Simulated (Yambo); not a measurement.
Convergence of the G0W0 gap of CdI2

G0W0@PBEsol for CdI2 (CdI2 type, space group P-3m1, No. 164) in Yambo. Reference settings: 3×3×2 Γ-centred k mesh, bands 5 to 211 and a 8 Ry block in the screening, 211 bands in G with the Bruneval-Gonze terminator, plasmon pole fitted at 27.2 eV. The PBEsol gap A → Γ on this mesh is 2.32 eV; G0W0 gaps are taken between the same points.

| change from the reference | G0W0 gap A → Γ (eV) | shift of the valence edge (eV) | rough Yambo cost |
|---|---|---|---|
| reference settings | 3.67 | -0.90 | 1 |
| 74 bands in W, 74 bands in G | 3.73 | -0.66 | about 1/3 |
| 133 bands in W, 133 bands in G | 3.67 | -0.81 | about 1/2 |
| 133 bands in G | 3.66 | -0.89 | – |
| 94 bands in W | 3.69 | -0.75 | about 1/3 |
| 1 Ry block | 3.55 | -0.39 | about 1/2 |
| 3 Ry block | 3.51 | -0.59 | about 1/2 |
| pole fitted at 15 eV | 3.64 | -0.80 | – |
| no random integration | 3.62 | -0.70 | – |
| 74 bands in G, no terminator | 3.67 | -0.51 | – |
| 133 bands in G, no terminator | 3.65 | -0.72 | – |
| no terminator | 3.66 | -0.83 | – |

The reference isn't shown to be the converged limit. Costs are rough (shared machines), scaled to the same edge states, and given only for runs that recompute the screening. The mesh misses a band edge: along a dense path the PBEsol gap is 2.24 eV against 2.32 eV on the mesh.

Spin-orbit coupling is left out, which matters for elements this heavy: edges can move by tenths of an eV.

Geometry relaxed with PBE+D3(BJ); primitive cell a = b = 4.242 Å, c = 6.817 Å, α = β = 90.00°, γ = 120.00°.

A shift is the quasiparticle energy of the state minus its PBEsol energy.
